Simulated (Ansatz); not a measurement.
ZnCu (CsCl type)

```
CELL_PARAMETERS angstrom
      2.90828     0.00000     0.00000
      0.00000     2.90828     0.00000
      0.00000     0.00000     2.90828
ATOMIC_POSITIONS crystal
  Zn 0.50000 0.50000 0.50000
  Cu 0.00000 0.00000 0.00000
```

The slice is a {110} plane (indices of the conventional cell) through the point (0.000, 0.000, 0.000) (fractional), spanned by u = [100] and v = [011] in vectors of this cell: u (2.91 Å) and v (4.11 Å, at 90° to u). It covers one period; positions are fractions (u, v).

Level of theory: PBEsol (plane waves to 420 eV, PAW, scalar-relativistic; Ansatz, a first-principles code). k mesh 16×16×16. Inside the PAW spheres the values are not all-electron values, and peaks at nuclei hang on which shells count as valence. ZnCu is run without spin polarisation. ZnCu was relaxed with its symmetry unable to fall.

Three fields on this plane, each scaled to ten steps between its own extremes (0 low, 9 high; the total valence density on a logarithmic scale, the potential cut 8 eV below its top; x marks points blanked near nuclei; v = 0 in the bottom row):

Map A
```
|xxxxx38983xxxx|
|xxxxx58985xxxx|
|xxxx1689861xxx|
|xxx046666640xx|
|12344310134432|
|77640xxxxx0467|
|9850xxxxxxx058|
|984xxxxxxxxx48|
|972xxxxxxxxx27|
|971xxxxxxxxx17|
|972xxxxxxxxx27|
|984xxxxxxxxx48|
|9850xxxxxxx058|
|77640xxxxx0467|
|12344310134432|
|xxx046666640xx|
|xxxx1689861xxx|
|xxxxx58985xxxx|
|xxxxx38983xxxx|
|xxxxx28982xxxx|
```

Map B
```
|xxxxx71017xxxx|
|xxxxx51015xxxx|
|xxxx9410149xxx|
|xxx964333469xx|
|98765678765678|
|33459xxxxx9543|
|0138xxxxxxx831|
|015xxxxxxxxx51|
|016xxxxxxxxx61|
|017xxxxxxxxx71|
|016xxxxxxxxx61|
|015xxxxxxxxx51|
|0138xxxxxxx831|
|33459xxxxx9543|
|98765678765678|
|xxx964333469xx|
|xxxx9410149xxx|
|xxxxx51015xxxx|
|xxxxx71017xxxx|
|xxxxx82028xxxx|
```

Map C
```
|xxxxx04740xxxx|
|xxxxx16861xxxx|
|xxxx1489841xxx|
|xxx147767741xx|
|01255433345521|
|56753xxxxx3576|
|9963xxxxxxx369|
|983xxxxxxxxx38|
|962xxxxxxxxx26|
|952xxxxxxxxx25|
|962xxxxxxxxx26|
|983xxxxxxxxx38|
|9963xxxxxxx369|
|56753xxxxx3576|
|01255433345521|
|xxx147767741xx|
|xxxx1489841xxx|
|xxxxx16861xxxx|
|xxxxx04740xxxx|
|xxxxx03630xxxx|
```

Question: Assign the maps to these fields: electron localisation function (ELF); valence electron density; electrostatic potential energy of an electron, from the cell's mean.

Answer: A is the electrostatic potential energy of an electron, from the cell's mean; B is the valence electron density; C is the electron localisation function (ELF).
